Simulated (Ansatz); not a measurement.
Recipe of this trial structure of SrPr3Hg: random cell by space group and Wyckoff sites (P6/mmm, No. 191). Its size is a rough estimate.

```yaml
crystal:
  lattice:
    - [5.56443, 0.00000, 0.00000]
    - [-2.78222, 4.81894, 0.00000]
    - [0.00000, 0.00000, 5.77247]
  atoms:
    - { symbol: Sr, position: [0.00000, 0.00000, 0.50000] }
    - { symbol: Pr, position: [0.50000, 0.00000, 0.00000] }
    - { symbol: Pr, position: [0.00000, 0.50000, 0.00000] }
    - { symbol: Pr, position: [0.50000, 0.50000, 0.00000] }
    - { symbol: Hg, position: [0.00000, 0.00000, 0.00000] }
```

Theory: DFT PBE, scalar-relativistic, plane waves, PAW, and for the lanthanide a 4f-in-core norm-conserving potential, in Ansatz 0.2.0. Cutoff 660 eV, Gaussian smearing, Γ-centred meshes. Cell and atoms relax first on a coarse mesh and then on a finer one. In between, the cell is made exact in the group found at 0.06 Å. In metals the finer mesh still leaves noise of several meV/atom or more. The steps can't lower the symmetry of their start. No spin polarisation.

A guess keeps its type if space group and coordination stay and the shape of the cell changes little (axis ratios within about 15 %, angles within 6°); the volume may change.

Question: Will the relaxed cell still be of the starting type?

Answer: It keeps its type. The symmetry stays P6/mmm (No. 191). The volume per atom grows by 52.0 %, from 31.0 to 47.0 Å³. The shortest distance goes from 2.78 Å (Pr–Hg and Pr–Pr) to 3.05 Å (Sr–Hg). The ratio c/a of the conventional cell changes by a factor of 0.88. Counting neighbours within 15 % of an atom's shortest distance, the start has Hg 8, Pr 6, Sr 2 and the end Hg 8, Pr 6, Sr 2.

The last run used a 6×6×6 mesh for its 5-atom cell and Gaussian smearing of 0.10 eV. Spin–orbit coupling, which can matter for Hg, is left out. Symmetry constrained the relaxation, so the result can be a saddle point. Another cell of SrPr3Hg relaxed alike, in Pm-3m, lies 147 meV/atom lower, so this cell isn't the stable form at this level.

The lanthanide is trivalent by construction, without f bands, f moments or other valences.
